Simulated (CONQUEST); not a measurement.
Set-up for a self-consistent single point of TiSi2 (Cmcm, 12 atoms in the cell; from Materials Project mp-1077503, changed as shown).

```yaml
crystal:
  lattice:
    - [3.45961, 0.00000, 0.00000]
    - [0.00000, 13.24819, 0.00000]
    - [0.00000, 0.00000, 3.49387]
  atoms:
    - { symbol: Ti, position: [0.50000, 0.60312, 0.75000] }
    - { symbol: Ti, position: [0.00000, 0.89688, 0.25000] }
    - { symbol: Ti, position: [0.00000, 0.10312, 0.75000] }
    - { symbol: Ti, position: [0.50000, 0.39688, 0.25000] }
    - { symbol: Si, position: [0.50000, 0.94175, 0.75000] }
    - { symbol: Si, position: [0.00000, 0.55825, 0.25000] }
    - { symbol: Si, position: [0.00000, 0.75031, 0.75000] }
    - { symbol: Si, position: [0.50000, 0.74969, 0.25000] }
    - { symbol: Si, position: [0.00000, 0.44175, 0.75000] }
    - { symbol: Si, position: [0.50000, 0.05825, 0.25000] }
    - { symbol: Si, position: [0.50000, 0.25031, 0.75000] }
    - { symbol: Si, position: [0.00000, 0.24969, 0.25000] }
```

Method: PBE, numerical atomic orbitals double-zeta with polarisation (the shipped basis), PseudoDojo norm-conserving potentials made for PBE (CONQUEST).

CONQUEST settings:

```
setting                                         value
---------------------  ------------------------------
basis                                             DZP
Diag.MPMeshX, Y, Z                              6 2 6
potentials             PseudoDojo norm-conserving PBE
Grid.GridCutoff                                140 Ha
DM.SolutionMethod                              diagon
Diag.kT                                   0.003675 Ha
Diag.GammaCentred                                true
minE.SCTolerance                              1.0e-06
SC.MaxIters                                       100
SC.LinearMixingFactor                             0.3
SC.KerkerPreCondition                            true
SC.KerkerFactor                            0.3 1/bohr
AtomMove.TypeOfRun                             static
```

Results:

```
Property                                                 Result
------------------------------------------------  -------------
Number of valence electrons                                  80
Number of bands                                             180
Number of k-points after the program's reduction             60
Size of the basis                                           180
Number of SCF iterations                                     11
FFT grid                                          36 × 144 × 36
Free energy E − TS                                -7385.7016 eV
Fermi level (on the code's own zero)                   -6.62 eV
Pressure                                              14.37 GPa
Largest force (vector length)                        0.473 eV/Å
```

Forces (eV/Å):
```csv
atom,Fx,Fy,Fz
Ti1,0.000,-0.323,0.000
Ti2,0.000,0.323,0.000
Ti3,0.000,-0.323,0.000
Ti4,0.000,0.323,0.000
Si5,0.000,-0.473,0.000
Si6,0.000,0.473,0.000
Si7,0.000,0.056,0.000
Si8,0.000,-0.056,0.000
Si9,0.000,-0.473,0.000
Si10,0.000,0.473,0.000
Si11,0.000,0.056,0.000
Si12,0.000,-0.056,0.000
```

Stress (GPa, positive for compression):
```
14.33   0.00   0.00
 0.00  13.25   0.00
 0.00   0.00  15.54
```

For comparison: a first run was changed to give this one (lattice scaled by 0.98), and from it to this one the free energy rises by 47.8 meV/atom, the pressure goes from 4.45 to 14.37 GPa and the largest force goes from 0.229 to 0.473 eV/Å.

The program uses no crystal symmetry, so grid and mesh can part values that symmetry would make equal. The atom-centred basis is finite, which shifts total energies, pressures and forces against plane waves. The structure comes from a collection of computed structures, made at another level of theory; the collection holds predicted forms beside known ones. No clean gap shows at this smearing width and mesh (spacing up to 0.30 Å⁻¹); the mesh is coarse for partly filled bands, so the values carry mesh errors.

Cost on one core: about 6 core-minutes (a rough figure).
